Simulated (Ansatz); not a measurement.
AlN:
```
AlN
1.0
    0.00000     2.00511     2.00511
    2.00511     0.00000     2.00511
    2.00511     2.00511     0.00000
Al N
1 1
Direct
  0.50000   0.50000   0.50000
  0.00000   0.00000   0.00000
```

Relaxed with LDA.

**Question.** Give the optical modes at the zone centre with their infrared and Raman activity from DFPT, plane-wave PAW LDA (Ansatz code).

**Answer.** Transverse frequencies, without the LO–TO term; a row sums one degenerate level.

```
ω (cm⁻¹)  degeneracy  IR ((D/Å)²/amu)  Raman (Å⁴/amu)  activity  symmetry
--------  ----------  ---------------  --------------  --------  --------
478                3            65.49               0        IR       T1u
```

**Question.** How high does the top mode go among those that the LO–TO term moves?

**Answer.** 896 cm⁻¹ for q along x.

Space group Fm-3m (rock salt). This is a known high-pressure phase of the composition, computed here at zero pressure and temperature. The cell was relaxed with LDA under the symmetry of its start; phonons on a q-mesh show no instability. The volume moved by -39 % from the start of the relaxation.

Potentials: the earlier of the program's two PAW sets.
